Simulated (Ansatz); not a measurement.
# K (hcp): energy against volume

All numbers below come from DFT, PBEsol, plane waves (420 eV) with PAW, scalar-relativistic (Ansatz 0.2.0). (PAW data from PBE, frozen cores regenerated.)

The cell is scaled uniformly from the relaxed one, with fractional coordinates and shape fixed. Energies are extrapolated to zero smearing, pressures are those at the given smearing. Magnetic state: spin not included.

A Birch-Murnaghan fit gives V₀ = 71.02 Å³/atom, B₀ = 3.7 GPa, B₀′ = 3.7.

Task: What are the energy above the minimum and the pressure at 68.470 Å³/atom?

Result: 1.1 meV/atom and 0.16 GPa as computed.

Task: What are the energy above the minimum and the pressure at 74.176 Å³/atom?

Result: 1.5 meV/atom and -0.13 GPa as computed.

Task: What are the energy above the minimum and the pressure at 79.882 Å³/atom?

Result: 10.6 meV/atom and -0.34 GPa as computed.
